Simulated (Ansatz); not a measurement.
BaTiO₃:
```
CELL_PARAMETERS angstrom
      3.99407     0.00000     0.00000
      0.00000     3.99407     0.00000
      0.00000     0.00000     3.99407
ATOMIC_POSITIONS crystal
  Ba 0.00000 0.00000 0.00000
  Ti 0.50000 0.50000 0.50000
  O  0.00000 0.50000 0.50000
  O  0.50000 0.50000 0.00000
  O  0.50000 0.00000 0.50000
```

x, y and z are the axes in which the lattice vectors are written.

Q: Give the high-frequency dielectric tensor and the Born effective charge tensors of the independent atoms from DFPT, plane-wave PAW r²SCAN (Ansatz code).

A: 
ε∞:
```
6.04  0.00  0.00
0.00  6.04  0.00
0.00  0.00  6.04
```
Z* of atom 1 (Ba), rows: field, columns: displacement, in e:
```
2.74  0.00  0.00
0.00  2.74  0.00
0.00  0.00  2.74
```
Z* of atom 2 (Ti), rows: field, columns: displacement, in e:
```
7.21  0.00  0.00
0.00  7.21  0.00
0.00  0.00  7.21
```
Z* of atom 3 (O), rows: field, columns: displacement, in e:
```
-5.71   0.00   0.00
 0.00  -2.12   0.00
 0.00   0.00  -2.12
```

Static charges for comparison (Bader): Ba1 +1.57, Ti2 +2.32, O3 -1.30 e. Born charges measure polarisation by displacement and can exceed these by far.

Space group Pm-3m (cubic perovskite). This is a known high-temperature phase of the composition, computed here at zero pressure and temperature. The r²SCAN relaxation kept the symmetry of its start. At this level the phase is dynamically unstable (imaginary phonons). The run is not spin-polarised. Scalar-relativistic: spin–orbit coupling is off unless named, which matters more the heavier the elements.

Potentials: the later of the program's two PAW sets.
